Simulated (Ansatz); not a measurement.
B2W in space group P6/mmm (No. 191; W on 1a, B on 2d) under volume change, DFT-LDA in the program Ansatz with PAW potentials, shape and atoms relaxed at each volume.

```
V (Å³/atom)  E − E(relaxed) (meV/atom)  P (GPa)
-----------  -------------------------  -------
7.753                             88.2    40.00
8.008                             37.1    24.51
8.264                              8.8    11.34
8.519                              0.0     0.00
8.775                              8.0    -9.77
9.031                             30.5   -18.18
9.286                             65.3   -25.37
```

Problem. What does a third-order Birch–Murnaghan fit give for V₀, B₀ and B′?

Solution. V₀ = 8.52 Å³/atom, B₀ = 350 GPa, B′ = 4.1.

The workflow started from an entry of the Crystallography Open Database (COD), which files this formula under 2 space groups. Its standing as an ambient phase is unchecked. The cell was relaxed with LDA under the symmetry of its start; its stability against distortions is not shown here. The run is not spin-polarised. Scalar-relativistic: spin–orbit coupling is off unless named, which matters more the heavier the elements.

Potentials: the later of the program's two PAW sets.
